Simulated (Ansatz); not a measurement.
Ansatz (a quantum-chemistry and plane-wave program) input:

Ansatz 0.2 input:
```yaml
crystal:
  lattice:
    - [0.0, 3.2302202392, 3.2302202392]
    - [3.2302202392, 0.0, 3.2302202392]
    - [3.2302202392, 3.2302202392, 0.0]
  atoms:
    - { symbol: Na, position: [0.0, 0.0, 0.0] }
    - { symbol: I, position: [0.5, 0.5, 0.5] }
kpoints:
  mp_grid: { grid: [6, 6, 6] }
hamiltonian:
  xc: hse06
  pseudopotentials: { kind: paw }
scf:
  n_extra_bands: 6
  occupations: { method: fixed }
output:
  eigenvalues: true
  eigenstates:
    e_range: [-9.0, 14.7]
    kpoints:
      - [0.0, 0.0, 0.0]  # VBM
      - [0.0, 0.0, 0.0]  # CBM
      - [0.0, 0.0, 0.0]  # GAMMA
      - [0.5, 0.0, 0.5]  # X
      - [0.5, 0.5, 0.5]  # L
      - [0.5, 0.25, 0.75]  # W
      - [0.375, 0.375, 0.75]  # K
      - [0.625, 0.25, 0.625]  # U
```

Output (shortened):

```
Pseudopotentials: kind: paw
Pseudopotential: Na, paw, valence charge 9
Pseudopotential: I, paw, valence charge 17
Functional definition: HSE06
davidson cushion auto → on  (no smearing: the cushion is to keep the highest requested band from converging to the state above it …
Crystal: 2 atoms, lattice volume = 67.410 Å³
Basis set: ecut = 420 eV, 1363 PW (Γ)
Bands: 19, of which v1, the nominal top of the filled ones, is band 13 counted from 1 (12 counted from 0)
Symmetry: 48 space group operations
Space group: Fm-3m (ITA 225), of the structure as read, at distance tolerance 4.1e-5 Å
k-points: 16 of 216
PAW frozen core: Na, regenerated for the run's functional, and the local potential with it
PAW frozen core: I, regenerated for the run's functional, and the local potential with it
Initial wavefunctions: pseudopotential atomic-orbital guess
Eigensolver: davidson
Functional: x = pbe(κ = 0.804, μ = 0.2195149727645171), c = pbe(β = 0.06672455060314922), warm-up for x = pbe(κ = 0.804, μ = 0.2195149727645171) + 0.25 (exact …
SCF iter   1: F=—  HF=-9001.881117 eV  |F-HF|=—  |Δ(HF+E_count)|=         —  Δρ=4.81e-4  dr2=2.77e-4  ethr=1.77e-3  ⟨swp⟩=2.0  Hψ=2152  notcnv=0
preconditioner: auto → none
iter 2 solved again at ethr=1.50e-8 eV; its pass at ethr=1.07e-6 eV (dr2=3.90e-6 eV) is discarded
SCF iter   2: F=-9001.881150 eV  HF=-9001.881115 eV  |F-HF|=3.45e-5  |Δ(HF+E_count)|=   2.06e-6  Δρ=1.13e-4  dr2=3.89e-6  ethr=1.50e-8  ⟨swp⟩=3.2  Hψ=1769  notcnv=0
SCF 1 stopped early in 2 iterations: F = -9001.881150 eV  dr2 = 3.89e-6
Crystal: 2 atoms, lattice volume = 67.410 Å³
Initial density: handed on by an earlier stage of this run
Initial wavefunctions: those handed on with the density
Functional: x = pbe(κ = 0.804, μ = 0.2195149727645171) + 0.25 (exact − pbe) at short range (hse, ω = 0.20786987370883472 Å⁻¹), c = pbe(β = 0.06672455060314922); HSE06 as pw.x's `hse` composes it (authors' and Libxc's form: `xc: wpbeh`)
Exchange kernel: α = 0.2500, screened, ω = 0.2079 Å⁻¹, Wigner–Seitz truncation, v(0) = 1046.8990 eV·Å³, q-mesh 6×6×6, nearest image of the exchange supercell L …
Frozen-core exchange: fock
SCF iter   1: F=—  HF=-9006.884014 eV  |F-HF|=—  |Δ(HF+E_count)|=         —  Δρ=3.61e-3  dr2=5.20e-3  ethr=1.50e-7  ⟨swp⟩=7.8  Hψ=1604  notcnv=0
preconditioner: auto → none
SCF iter   2: F=—  HF=-9006.881292 eV  |F-HF|=—  |Δ(HF+E_count)|=   2.72e-3  Δρ=7.98e-4  dr2=5.56e-4  ethr=1.50e-7  ⟨swp⟩=4.2  Hψ=1077  notcnv=0
SCF iter   3: F=—  HF=-9006.883750 eV  |F-HF|=—  |Δ(HF+E_count)|=   2.46e-3  Δρ=4.98e-4  dr2=1.16e-4  ethr=1.50e-7  ⟨swp⟩=4.0  Hψ=1095  notcnv=0
SCF iter   4: F=—  HF=-9006.883739 eV  |F-HF|=—  |Δ(HF+E_count)|=   1.12e-5  Δρ=1.30e-4  dr2=8.43e-6  ethr=1.50e-7  ⟨swp⟩=3.0  Hψ=800  notcnv=0
SCF iter   5: F=-9006.883759 eV  HF=-9006.883759 eV  |F-HF|=5.93e-8  |Δ(HF+E_count)|=   2.02e-5  Δρ=2.25e-5  dr2=2.87e-7  ethr=2.61e-8  ⟨swp⟩=3.9  Hψ=857  notcnv=0
SCF 2 stopped early in 5 iterations: F = -9006.883759 eV  dr2 = 2.87e-7
hybrid outer 1: dexx = +2.496e-3 eV, tail = 8.19e-6 eV
Crystal: 2 atoms, lattice volume = 67.410 Å³
Exchange kernel: α = 0.2500, screened, ω = 0.2079 Å⁻¹, Wigner–Seitz truncation, v(0) = 1046.8990 eV·Å³, q-mesh 6×6×6, nearest image of the exchange supercell L …
Frozen-core exchange: fock
SCF iter   1: F=—  HF=-9006.883666 eV  |F-HF|=—  |Δ(HF+E_count)|=         —  Δρ=4.36e-5  dr2=8.97e-7  ethr=1.58e-7  ⟨swp⟩=3.0  Hψ=716  notcnv=0
preconditioner: auto → none
iter 2 solved again at ethr=4.91e-11 eV; its pass at ethr=3.26e-9 eV (dr2=1.28e-8 eV) is discarded
SCF iter   2: F=-9006.883666 eV  HF=-9006.883666 eV  |F-HF|=7.89e-9  |Δ(HF+E_count)|=   3.85e-7  Δρ=5.75e-6  dr2=2.14e-8  ethr=4.91e-11  ⟨swp⟩=3.1  Hψ=1645  notcnv=0
SCF 3 converged in 2 iterations: F = -9006.883666 eV  dr2 = 2.14e-8
hybrid outer 2: dexx = +8.242e-8 eV, tail = 5.23e-8 eV, Δε = 3.01e-3 eV (about 3.21e-4 eV left of the loop's levels)
NSCF: frozen V_eff on 8 k-points
hybrid SCF converged: 2 outer / 7 inner (+2 warm-up), last move |dexx| = 8.24e-8 eV, tail = 5.23e-8 eV
Stability not checked (fock_operator)
Free energy (F): -9006.883666 eV
Frozen-core exchange: fock
Harris-Foulkes:  -9006.883666 eV  (|F-HF|=7.89e-9)
Internal energy: -9006.883666 eV  (E = F + TS)
E sigma→0 (E₀):  -9006.883666 eV
Fermi energy:    2.386059 eV
--- Per-component energies (eV) ---
  E_band       = -678.520606
  E_kinetic    = 310.117792
  E_local      = -3344.092359  (includes V_loc(G=0)·N_el)
  E_nonlocal   = 24.788780
  E_hartree    = 1517.370760
  E_xc         = -135.017646
  E_vxc        = -143.494483  (∫ρ·V_xc dr)
  E_exx        = -93.242097  (= α·E_x^exact, valence–valence)
  E_paw        = -5024.247803  (= ΣΔE_a)
  E_vpaw       = -374.090929  (= ΣTr[D̂ρ^β])
  E_aug_tail   = -0.000031  (compensation charges beyond the density's cutoff)
  E_ewald      = -2262.169629
  E_core_change = -0.391433  (= ΣΔE_core)
  E_smearing   =  0.000000  (= −TS)
  E_closure    =  0.000000  (closes the sum)
  Σ components = -9006.883666   (vs F -9006.883666, Δ=0.00e0)
  [band-id]    e_kinetic+e_local+e_nonlocal+2·e_hartree+e_vxc+2·e_exx+e_vpaw+e_augmentation_tail = -678.513903   (vs E_band -678.520606, Δ=6.70e-3)
--- Band table (eV; the first three rows and the last of 16) ---
  k-point 0: bands = ["-52.1704", "-42.9883", "-42.9883", "-42.9845", "-42.9845", "-42.9845", "-22.3376", "-22.3376", "-22.3376", "-9.5804", "2.3861", "2.3861", "2.3861", "7.0763", "11.4072", "11.4072", "11.4072", "13.3923", "13.3923"]
  k-point 1: bands = ["-52.1704", "-42.9883", "-42.9883", "-42.9844", "-42.9844", "-42.9844", "-22.3390", "-22.3377", "-22.3377", "-9.4949", "1.6243", "2.3040", "2.3040", "7.8943", "10.8964", "11.6191", "11.6191", "12.8427", "12.8427"]
  k-point 2: bands = ["-52.1703", "-42.9883", "-42.9883", "-42.9844", "-42.9844", "-42.9844", "-22.3417", "-22.3377", "-22.3377", "-9.3133", "0.4996", "2.1502", "2.1502", "8.5010", "11.2044", "11.2044", "11.5856", "13.7456", "13.9247"]
  k-point 15: bands = ["-52.1703", "-42.9882", "-42.9882", "-42.9844", "-42.9843", "-42.9843", "-22.3412", "-22.3400", "-22.3394", "-9.1169", "0.5711", "1.1876", "1.4370", "8.8214", "9.8789", "12.0941", "12.2240", "15.3141", "16.1856"]
  band table: 19 of 19 bands, residual norms ≤ 1.0e-3 eV
```

Cost: very roughly 2.2 core-minutes on shared cores.

The points marked VBM and CBM come from a semilocal run.

The r²SCAN relaxation kept the symmetry of its start. Scalar-relativistic: spin–orbit coupling is off unless named, which matters more the heavier the elements.

Potentials: the later of the program's two PAW sets.

Ansatz is a plane-wave DFT program.
